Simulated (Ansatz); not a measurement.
Ga2Os: do energies and stresses tell the same story?

Method: Ansatz, DFT PBEsol, scalar-relativistic, plane waves, PAW.

Plane waves to 420 eV, a k mesh through Γ of 8×8×8 on the computed 6-atom cell and Gaussian smearing (0.02 eV); no spin polarisation.

Relaxed cell: Fddd, a = 4.713 Å, b = 8.209 Å, c = 8.695 Å, α = 90.00°, β = 90.00°, γ = 90.00°, 6 atoms in the primitive cell. Whether it is the stable form of this composition wasn't checked.

Energies at zero smearing and pressures from the stress tensor, at volumes with shape and atoms relaxed:
```csv
V (Å³/atom),E − E(first) (meV/atom),P (GPa)
13.175,0.00,14.31
13.596,-27.03,6.52
14.016,-35.34,0.00
14.437,-28.00,-5.43
14.857,-7.63,-9.94
```

**Question.** Check P = −dE/dV between neighbouring volumes, and get the bulk modulus from the pressures alone.

**Answer.** With 1 eV/Å³ = 160.2 GPa:
```json
{"middle V (Å³/atom)": "13.386", "−ΔE/ΔV (GPa)": "10.301", "mean P (GPa)": "10.414"}
{"middle V (Å³/atom)": "13.806", "−ΔE/ΔV (GPa)": "3.164", "mean P (GPa)": "3.262"}
{"middle V (Å³/atom)": "14.227", "−ΔE/ΔV (GPa)": "-2.797", "mean P (GPa)": "-2.714"}
{"middle V (Å³/atom)": "14.647", "−ΔE/ΔV (GPa)": "-7.758", "mean P (GPa)": "-7.686"}
```

The two differ by 0.11 GPa at most. The mean of two end pressures misses the average over a step by about ΔV² P″/12, up to 0.11 GPa here; with that taken off 0.00 GPa remains. Around V = 14.016 Å³/atom, the two neighbours give B = −V ΔP/ΔV = 14.016 × 11.95 / 0.841 = 199.2 GPa, against B0 = 197.9 GPa from the Birch–Murnaghan fit of the energies.

Spin–orbit coupling is left out, which can shift energies with elements as heavy as these.